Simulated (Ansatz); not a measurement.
The following input was run with Ansatz 0.2.0.

```yaml
crystal:
  lattice:
    - [3.770646424, -0.0286776924, 0.0127717592]
    - [-0.0286776924, 3.8881779502, 0.0286776924]
    - [0.0127717592, 0.0286776924, 3.770646424]
  atoms:
    - { symbol: Ba, position: [0.0, 0.0, 0.0] }
basis:
  ecutwfc: 420
kpoints:
  mp_grid: { grid: [10, 10, 10] }
hamiltonian:
  xc: pbesol
scf:
  occupations: { method: gaussian, width: 0.1 }
output:
  forces: true
  stress: true
  eigenvalues: true
```

It can be run as
```bash
ansatz run input.yaml --threads 1 --pin off --backend cpu --events-out ev --progress --plain --runs-dir out  # memory cap (--max-ram) not shown
```

The calculation used Ansatz, DFT PBEsol, scalar-relativistic, plane waves, PAW.

Part of what the program printed, abridged:

```
Pseudopotentials: kind: paw
Pseudopotential: Ba, paw, valence charge 10, recommended cutoff 420 eV (normal)
Functional definition: PBEsol
Crystal: 1 atom, lattice volume = 55.274 Å³
Basis set: ecut = 420 eV, 1061 PW (Γ), exchange–correlation on 54×54×54 points (8 copies of the dense FFT grid, shifted against one another)
Bands: 9, of which v1, the nominal top of the filled ones, is band 5 counted from 1 (4 counted from 0)
Symmetry: 4 space group operations
Space group: C2/m (ITA 12), of the structure as read, at distance tolerance 3.8e-5 Å
k-points: 282 of 1000
Initial density: superposition of atomic densities (neutral atoms: chi_scale 0, normalization atom), corrected by the library's trained network
Initial wavefunctions: pseudopotential atomic-orbital guess
Functional: x = pbesol(κ = 0.804, μ = 0.12345679), c = pbesol(β = 0.046)
SCF iter   1: F=—  HF=-5862.314601 eV  |F-HF|=—  |Δ(HF+E_count)|=         —  Δρ=1.93e-3  dr2=3.74e-3  ethr=1.77e-3  ⟨swp⟩=7.4  Hψ=24545  notcnv=0
SCF iter   2: F=—  HF=-5862.314466 eV  |F-HF|=—  |Δ(HF+E_count)|=   1.35e-4  Δρ=1.32e-3  dr2=2.11e-3  ethr=3.74e-5  ⟨swp⟩=1.2  Hψ=4939  notcnv=0
SCF iter   3: F=—  HF=-5862.314039 eV  |F-HF|=—  |Δ(HF+E_count)|=   4.27e-4  Δρ=5.53e-4  dr2=2.11e-4  ethr=2.11e-5  ⟨swp⟩=3.0  Hψ=3774  notcnv=0
SCF iter   4: F=—  HF=-5862.313984 eV  |F-HF|=—  |Δ(HF+E_count)|=   5.53e-5  Δρ=2.23e-4  dr2=3.80e-5  ethr=2.11e-6  ⟨swp⟩=2.0  Hψ=3633  notcnv=0
SCF iter   5: F=—  HF=-5862.313976 eV  |F-HF|=—  |Δ(HF+E_count)|=   8.28e-6  Δρ=5.38e-5  dr2=2.41e-6  ethr=3.80e-7  ⟨swp⟩=2.0  Hψ=3963  notcnv=0
SCF iter   6: F=—  HF=-5862.313975 eV  |F-HF|=—  |Δ(HF+E_count)|=   8.97e-7  Δρ=1.89e-5  dr2=3.38e-7  ethr=2.41e-8  ⟨swp⟩=2.3  Hψ=3981  notcnv=0
SCF iter   7: F=-5862.313975 eV  HF=-5862.313975 eV  |F-HF|=2.75e-8  |Δ(HF+E_count)|=   1.30e-7  Δρ=6.95e-6  dr2=3.99e-8  ethr=1.00e-9  ⟨swp⟩=5.9  Hψ=15061  notcnv=0
SCF 1 converged in 7 iterations: F = -5862.313975 eV  dr2 = 3.99e-8
SCF converged after 7 iterations
Free energy (F): -5862.313975 eV
Harris-Foulkes:  -5862.313975 eV  (|F-HF|=2.75e-8)
Internal energy: -5862.309239 eV  (E = F + TS)
E sigma→0 (E₀):  -5862.311607 eV
Entropy (-TS):   -0.004736 eV (-4.736 meV/atom)
Fermi energy:    6.685316 eV
--- Per-component energies (eV) ---
  E_band       = -76.871333
  E_kinetic    = 167.508182
  E_local      = -360.601833  (includes V_loc(G=0)·N_el)
  E_nonlocal   = 58.602325
  E_hartree    = 114.358078
  E_xc         = -165.672724
  E_vxc        = -134.101161  (∫ρ·V_xc dr)
  E_paw        = -5140.537881  (= ΣΔE_a)
  E_vpaw       = -36.998693  (= ΣTr[D̂ρ^β])
  E_aug_tail   = -0.000002  (compensation charges beyond the density's cutoff)
  E_ewald      = -536.116816
  E_core_change = 0.151433  (= ΣΔE_core)
  E_smearing   = -0.004736  (= −TS)
--- Forces (eV/Å), atoms counted from 1 ---
  atom   1  Ba     0.00000000     0.00000000     0.00000000
--- Stress (GPa, compression-positive) ---
        0.364526      -0.090400       0.037383
       -0.090400      -0.585967       0.090400
        0.037383       0.090400       0.364526
  P = ⅓ Tr σ = 0.0477 GPa (0.477 kbar)
--- Band table (eV; the first three rows and the last of 282) ---
  k-point 0: bands = ["-22.3290", "-7.0892", "-6.9888", "-6.9859", "4.0737", "6.6159", "6.6254", "12.0465", "12.0583"]
  k-point 1: bands = ["-22.3196", "-7.1002", "-7.0789", "-6.9778", "4.2464", "6.6762", "6.8209", "11.3842", "11.6494"]
  k-point 2: bands = ["-22.2948", "-7.3797", "-7.0531", "-6.9526", "4.6850", "6.8255", "7.3672", "10.5473", "10.8447"]
  k-point 281: bands = ["-22.0646", "-7.7678", "-7.7581", "-7.6154", "6.3736", "6.5937", "6.6531", "10.0878", "12.5534"]
```

The run converged.